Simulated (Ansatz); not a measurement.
SrTiO3: Te on an O site

Level of theory: PBEsol, no spin polarisation, scalar-relativistic; Ansatz, plane waves to 420 eV (PAW set soft_2), k-mesh 3×3×3.

The relaxed host crystal (Kohn–Sham gap 1.85 eV):

```
Sr Ti O
1.0
     3.89114    0.00000    0.00000
     0.00000    3.89114    0.00000
     0.00000    0.00000    3.89114
Sr Ti O
1 1 3
Direct
  0.00000 0.00000 0.00000
  0.50000 0.50000 0.50000
  0.50000 0.00000 0.50000
  0.50000 0.50000 0.00000
  0.00000 0.50000 0.50000
```

Supercell of 35 atoms, rows of the matrix [[-1,1,-1],[2,1,0],[0,-2,-1]] times the cell vectors; Te on an O site at (0.500, 0.000, 0.500) in fractions of the cell above. Atoms are relaxed at the host's cell.

Distances from the Te atom (Å), by shell of the perfect crystal:

```csv
shell,perfect crystal,"relaxed, charge 0"
2 Ti,1.95,2.40
4 O,2.75,3.03 (2.90 to 3.10)
4 Sr,2.75,2.97 (2.95 to 3.00)
4 O,2.75,2.99 (2.90 to 3.03)
```

| charge | gap of the cell on the mesh (eV) | carriers |
| --- | --- | --- |
| 0 | 1.04 | none in the bands |

On this mesh the host's own supercell has a gap of 1.91 eV.

Formation energy of the neutral defect: 9.50 eV, taking atoms from and to the elements' standard states (no corrections for gases), so it belongs to those chemical potentials alone.

Relaxed cell at charge 0:

```
SrTiO3 Te_O charge 0
1.0
    -3.8911    3.8911   -3.8911
     7.7823    3.8911    0.0000
     0.0000   -7.7823   -3.8911
Sr Ti Te O
7 7 1 20
Direct
  0.8420 0.4397 0.1243
  0.1555 0.6032 0.8697
  0.5866 0.2746 0.4471
  0.4417 0.7461 0.5977
  0.7143 0.8571 0.2857
  0.9869 0.9681 0.9737
  0.2731 0.1111 0.7017
  0.0586 0.2798 0.4776
  0.3699 0.4345 0.0938
  0.7837 0.1396 0.7236
  0.6449 0.5747 0.8478
  0.9163 0.6986 0.5529
  0.2143 0.8571 0.2857
  0.5122 0.0157 0.0186
  0.2143 0.3571 0.2857
  0.5572 0.5464 0.0250
  0.8714 0.1679 0.5464
  0.7496 0.6349 0.6952
  0.0804 0.7549 0.4176
  0.3482 0.9594 0.1538
  0.6790 0.0794 0.8763
  0.3333 0.4113 0.6777
  0.6621 0.5737 0.3433
  0.0953 0.3030 0.8937
  0.9397 0.7197 0.0588
  0.2143 0.8571 0.7857
  0.4888 0.9946 0.5126
  0.7665 0.1406 0.2281
  0.1240 0.0560 0.3794
  0.4469 0.2265 0.0364
  0.8609 0.9237 0.6441
  0.7143 0.3571 0.7857
  0.9817 0.4878 0.5350
  0.3045 0.6583 0.1920
  0.5677 0.7906 0.9274
```

Caveats: semilocal functionals make gaps too small, which shifts levels too; small supercell, so energies and levels can be off by tenths of an eV; the atoms kept the symmetry of the start, so a distorted state could lie lower.
